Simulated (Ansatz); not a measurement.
Starting cell, MgTl (CsCl type):

```
MgTl
1.0
    7.12858     0.00000     0.00000
    3.56429     3.56429     0.00000
    3.56429     0.00000     3.56429
Mg Tl
2 2
Direct
  0.00000   0.00000   0.00000
  0.50000   0.00000   0.00000
  0.75000   0.50000   0.50000
  0.25000   0.50000   0.50000
```

A phonon eigenvector at R = (0.5, 0.5, 0.5) is frozen into this cell: atom i moves by Q times the vector below, so Q is the largest atomic displacement, in Å. The cell is held. It is one choice among 3 degenerate patterns. (q is in reciprocal vectors of the primitive cell; the cell shown is doubled to hold the pattern.)

| atom | x | y | z |
|---|---|---|---|
| Tl3 | 0.000 | 0.000 | 1.000 |
| Tl4 | 0.000 | 0.000 | -1.000 |

Atoms not listed stay in place.

Level of theory: LDA (plane waves to 420 eV, PAW, scalar-relativistic; Ansatz, a first-principles code). k mesh 13×13×13 (Γ-centred), Fermi-Dirac smearing 0.05 eV. With partly filled bands, energies and forces of such displacements shift with the k mesh and the smearing. MgTl was relaxed with its symmetry unable to fall. Spin-orbit coupling is left out, though Tl is heavy. 

```json
[
 {"Q (Å)": "-0.180", "−dE/dQ from forces (eV/Å)": "1.144"},
 {"Q (Å)": "-0.150", "−dE/dQ from forces (eV/Å)": "0.891"},
 {"Q (Å)": "-0.120", "−dE/dQ from forces (eV/Å)": "0.669"},
 {"Q (Å)": "-0.090", "−dE/dQ from forces (eV/Å)": "0.472"},
 {"Q (Å)": "-0.060", "−dE/dQ from forces (eV/Å)": "0.297"},
 {"Q (Å)": "-0.030", "−dE/dQ from forces (eV/Å)": "0.144"},
 {"Q (Å)": "0.000", "−dE/dQ from forces (eV/Å)": "0.000"},
 {"Q (Å)": "0.030", "−dE/dQ from forces (eV/Å)": "-0.144"},
 {"Q (Å)": "0.060", "−dE/dQ from forces (eV/Å)": "-0.297"},
 {"Q (Å)": "0.090", "−dE/dQ from forces (eV/Å)": "-0.472"},
 {"Q (Å)": "0.120", "−dE/dQ from forces (eV/Å)": "-0.669"},
 {"Q (Å)": "0.150", "−dE/dQ from forces (eV/Å)": "-0.891"},
 {"Q (Å)": "0.180", "−dE/dQ from forces (eV/Å)": "-1.144"}
]
```

Task: What harmonic wavenumber does the curvature at Q = 0 give?

Result: 56 cm⁻¹. E″ = 4.73 eV/Å², M = Σ mᵢ|uᵢ|² = 408.8 u, ν̃ = 521.5·√(|E″|/M).

(For displaced atoms, the force is minus the slope of the energy, and its curvature is a force constant, which sets phonon frequencies.)
